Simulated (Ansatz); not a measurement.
ScHg (CsCl type, Pm-3m) under volume change, plane-wave PAW r²SCAN (Ansatz code), scaled uniformly.

```
V (Å³/atom)  E − E(relaxed) (meV/atom)  P (GPa)
-----------  -------------------------  -------
19.478                            55.8    10.13
20.121                            23.4     6.18
20.763                             5.5     2.84
21.405                             0.0     0.00
22.047                             4.9    -2.40
22.689                            18.7    -4.42
23.331                            39.9    -6.11
```

Task: What does a third-order Birch–Murnaghan fit give for V₀, B₀ and B′?

Result: V₀ = 21.41 Å³/atom, B₀ = 86.5 GPa, B′ = 4.6.

The workflow started from an entry of the Crystallography Open Database (COD). Its standing as an ambient phase is unchecked. Symmetry was held in the r²SCAN relaxation; its stability against distortions is not shown here. No spin polarisation was allowed. Spin–orbit coupling is left out wherever it is not named.

Potentials: the later of the program's two PAW sets.
